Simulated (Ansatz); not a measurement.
AlGaN2:
```yaml
crystal:
  lattice:
    - [3.14411, 0.00000, 0.00000]
    - [-1.57206, 2.72288, 0.00000]
    - [0.00000, 0.00000, 10.17747]
  atoms:
    - { symbol: Ga, position: [0.33333, 0.66667, 0.00405] }
    - { symbol: N, position: [0.33333, 0.66667, 0.19632] }
    - { symbol: Ga, position: [0.66667, 0.33333, 0.26022] }
    - { symbol: N, position: [0.66667, 0.33333, 0.45320] }
    - { symbol: Al, position: [0.33333, 0.66667, 0.50977] }
    - { symbol: N, position: [0.33333, 0.66667, 0.69592] }
    - { symbol: Al, position: [0.66667, 0.33333, 0.75330] }
    - { symbol: N, position: [0.66667, 0.33333, 0.93938] }
```

Relaxed with r²SCAN.

Question: Map the electron localisation function on the plane through (0.333, 0.667, 0.004) spanned by u = [0, 0, 1] and v = [1, -1, 0] in lattice vectors, from r²SCAN (plane waves, PAW; program Ansatz).

Answer: x is the fraction of u, y of v (the angle between them is 90°; rows are the nearest grid lines); atoms in the plane: Ga at (0.00, 0.00), N at (0.19, 0.00), Ga at (0.26, 0.33), N at (0.45, 0.33), Al at (0.51, 0.00), N at (0.69, 0.00), Al at (0.75, 0.33), N at (0.94, 0.33).
```
|+ .:*@#. +%#+.....  ..#@@#. +%%+...::. +|
|  .:*@%-:*%#=.....   .#@@%-:*%%+...::.  |
| .::+%%##%%#=......  .*@@%##%@%+...:::. |
|::::=*#%%%#+:. .......-*#%%%%%*-. ..::::|
|:::::=+***+-:. .......:-+*###*+:. ...:::|
|.....:--=--:..  ........:-=++=-.   .....|
|...  ........    ..... ...::::..    ....|
|.        ...      ...     .....       ..|
|                   .        ..          |
|...    ...........::..   ....... .......|
|-:.   .........:-=++-.. ..........:--=--|
|+-..  ..:::::::=+*##+:..........:-+****+|
|#=:. ...::::::-*#%%%#=..........-*##%%%#|
|%*-. ..:::.:::=#%%%@#+.......  .*%%%%%%%|
|%#-. ..::.  .:=%%##%%+:....    :%@@%*#%%|
|%#=. .::. :  :=@%: -%*:...  .= :@@@*..*%|
|%#=. .::.   .:=%%=:+%*:....  . :%@@#:-#%|
|%#-...:::.  .:=%%%#%%+:..--:.  .#@@%##@%|
|%+:..:---:..::=#%@@@%+..-+##*-..+%%@@@@%|
|=-:.:=**+--:::-*%@@@#-.:+#%@@%=::+#%%%*=|
|::::-*%%%#+-:::=#%@@+::+#%@@@@#-.:+*+=-:|
| ..:+%%##%@#=...:--. .*@@%##%@%+...:::. |
|  .:*@%-:*%#=.....   .#@@%-:*%%+...::.  |
|+ .:*@#. +%#+.....  ..#@@#. +%%+...::. +|
```
Scale: ten equal steps from -0.051 (start of ' ') to 0.900 (end of '@'), in the order ' .:-=+*#%@'; x runs from 0.000 to 1.00, y from 0.000 (bottom) to 1.00 (top).

The density is the valence pseudo-density with augmentation charge, so density and ELF within about 1 Å of a nucleus are not all-electron values.

Space group P3m1. The start of the workflow was typed in or built on a structure type; the Crystallography Open Database copy checked does not list it. Its standing as an ambient phase is unchecked. Symmetry was held in the r²SCAN relaxation; its stability against distortions is not shown here.

Potentials: the earlier of the program's two PAW sets.
